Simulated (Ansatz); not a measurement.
A geometry of SnO away from equilibrium: step 2 of the relaxation of a relaxed SnO cell, doubled along one cell vector, shaken by Gaussian noise of σ = 0.08 Å a coordinate. Level of theory: r2SCAN (plane waves to 500 eV, PAW, scalar-relativistic; Ansatz, a quantum-chemistry and plane-wave program). Γ-centred k-mesh 4×8×3 on the run's cell (coarser than for final values), Fermi–Dirac smearing 0.05 eV.

```xyz
8
Lattice="6.6680 -0.0269 -0.0004 -1.6786 2.8864 0.0136 -0.0005 0.0385 8.2054" Properties=species:S:1:pos:R:3 pbc="T T T"
O      0.0984     1.8492     0.6746
O      3.3005     1.9109     0.6366
O      1.7134     0.8503     4.8466
O      4.9708     0.9928     4.8741
Sn    -0.0442     0.0615     7.8274
Sn     3.2898     0.0012     7.8031
Sn     0.0410     0.0229     3.8919
Sn     3.3522    -0.0243     3.8467
```

Problem. Predict the force on each atom, in eV/Å.

Solution. 
```json
[
 {"atom": "O1", "Fx": "-0.65", "Fy": "0.16", "Fz": "-0.05"},
 {"atom": "O2", "Fx": "0.01", "Fy": "-0.01", "Fz": "-0.18"},
 {"atom": "O3", "Fx": "0.06", "Fy": "0.47", "Fz": "0.50"},
 {"atom": "O4", "Fx": "0.16", "Fy": "-0.23", "Fz": "0.17"},
 {"atom": "Sn5", "Fx": "0.23", "Fy": "-0.39", "Fz": "0.29"},
 {"atom": "Sn6", "Fx": "0.41", "Fy": "0.23", "Fz": "0.17"},
 {"atom": "Sn7", "Fx": "-0.63", "Fy": "-0.17", "Fz": "-0.56"},
 {"atom": "Sn8", "Fx": "0.43", "Fy": "-0.07", "Fz": "-0.34"}
]
```

Problem. What is the pressure?

Solution. +0.8 GPa, compression positive.

Problem. How far above the relaxed end point is this geometry?

Solution. 0.02 eV/atom; the path ends in P6₃mc (No. 186) (AFLOW prototype AB_hP4_186_b_a (B12, as in BN)).

No spin polarisation in the result. Without a van der Waals term the distances between weakly bound units are poorly fixed.

The end of the path is a generated cell of SnO: the first start was made by placing the elements on the sites of a structure type, and the end was not matched to a known phase here, so it may be hypothetical. Known forms of SnO include space group No. 129.
